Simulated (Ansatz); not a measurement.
Here is the system:

MgTe (wurtzite)

```cif
data_Mg2Te2
_chemical_formula_sum 'Mg2 Te2'
_space_group_name_H-M_alt 'P63mc'
_space_group_IT_number 186
_space_group_name_Hall 'P 6c -2c'
_cell_length_a 4.56033
_cell_length_b 4.56033
_cell_length_c 7.41352
_cell_angle_alpha 90.000
_cell_angle_beta 90.000
_cell_angle_gamma 120.000
loop_
_atom_site_label
_atom_site_type_symbol
_atom_site_symmetry_multiplicity
_atom_site_Wyckoff_symbol
_atom_site_fract_x
_atom_site_fract_y
_atom_site_fract_z
_atom_site_occupancy
Mg1 Mg 2 b 0.66667 0.33333 0.00097 1
Te1 Te 2 b 0.33333 0.66667 0.12423 1
```

The volume is varied about the relaxed value V₀ at fixed cell shape. The atoms relax within the cell's symmetry.

The numbers are results of PBEsol (plane waves to 420 eV, PAW, scalar-relativistic; Ansatz, a program for electronic structure), not measurements. k mesh 9×9×5 (Γ-centred), Fermi-Dirac smearing 0.05 eV. Energies are smeared free energies. Stress and pressure are positive under compression. With the shape held, the modulus is that of even scaling; a crystal free to change shape is softer. MgTe was relaxed with its symmetry unable to fall. Spin-orbit coupling is left out, though Te is heavy. The zero of ΔE is the relaxed starting cell.

The scan covers V/V₀ from 0.940 to 1.060 in 13 points.

Problem. What is the fitted pressure derivative B₀′?

Solution. 4.1.

Problem. What bulk modulus at fixed cell shape B₀ follows from a third-order Birch-Murnaghan fit?

Solution. 36.1 GPa.

(Under strain, the slope of the energy per volume gives the stress and its curvature an elastic modulus.)
